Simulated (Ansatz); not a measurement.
BaO₂:
```
CELL_PARAMETERS angstrom
     -1.88679     1.88679     3.37730
      1.88679    -1.88679     3.37730
      1.88679     1.88679    -3.37730
ATOMIC_POSITIONS crystal
  Ba 0.00000 0.00000 0.00000
  O  0.39124 0.39124 0.00000
  O  0.60876 0.60876 0.00000
```

Relaxed with PBEsol. Independent-particle spectrum: no excitons, no local fields, no scissors shift; 0.1 eV broadening; ε₁ of the summed bands alone.

Tabulate the dielectric function from plane-wave PAW PBEsol (Ansatz code).



| E (eV) | ε₁ xx | ε₂ xx | ε₁ zz | ε₂ zz |
|---|---|---|---|---|
| 0.0 | 3.59 | 0.00 | 4.19 | 0.00 |
| 0.5 | 3.60 | 0.00 | 4.20 | 0.00 |
| 1.0 | 3.63 | 0.00 | 4.23 | 0.00 |
| 1.5 | 3.68 | 0.00 | 4.29 | 0.00 |
| 2.0 | 3.76 | 0.00 | 4.38 | 0.00 |
| 2.5 | 3.88 | 0.01 | 4.50 | 0.00 |
| 3.0 | 4.05 | 0.01 | 4.67 | 0.01 |
| 3.5 | 4.49 | 0.05 | 5.03 | 0.01 |
| 4.0 | 4.18 | 0.52 | 4.89 | 0.53 |
| 4.5 | 4.46 | 0.35 | 5.04 | 0.25 |
| 5.0 | 5.02 | 0.29 | 5.56 | 0.10 |
| 5.5 | 6.29 | 1.46 | 6.62 | 0.54 |
| 6.0 | 6.09 | 3.04 | 7.32 | 0.94 |
| 6.5 | 1.79 | 6.19 | 6.26 | 3.06 |
| 7.0 | 2.97 | 1.70 | 7.82 | 1.66 |
| 7.5 | 4.17 | 2.96 | 9.60 | 3.84 |
| 8.0 | 2.47 | 4.20 | 10.30 | 4.20 |
| 8.5 | 1.60 | 2.17 | 2.34 | 22.45 |
| 9.0 | 2.98 | 1.61 | -2.86 | 9.26 |
| 9.5 | 3.93 | 3.12 | -2.06 | 6.71 |
| 10.0 | 3.21 | 4.20 | -2.77 | 6.36 |
| 10.5 | 3.33 | 4.50 | -3.00 | 4.21 |
| 11.0 | -0.03 | 4.64 | -2.70 | 2.77 |
| 11.5 | 0.32 | 2.90 | -2.41 | 1.98 |
| 12.0 | 0.07 | 2.30 | -1.59 | 1.05 |

With all bands, ε∞ without local fields is 3.76 (xx = yy), 4.36 (zz). DFPT, with local fields, gives 3.59 (xx = yy), 3.85 (zz).

Space group I4/mmm (MoSi2 or CaC2 type). The first step of the workflow began from a Materials Project structure, measured or hypothetical; the Crystallography Open Database files this formula in space group No. 139, but the cells were not matched. Its standing as an ambient phase is unchecked. The PBEsol relaxation kept the symmetry of its start; whether a distortion lowers the energy is not shown. Scalar-relativistic: spin–orbit coupling is off unless named, which matters more the heavier the elements.

Potentials: the later of the program's two PAW sets.
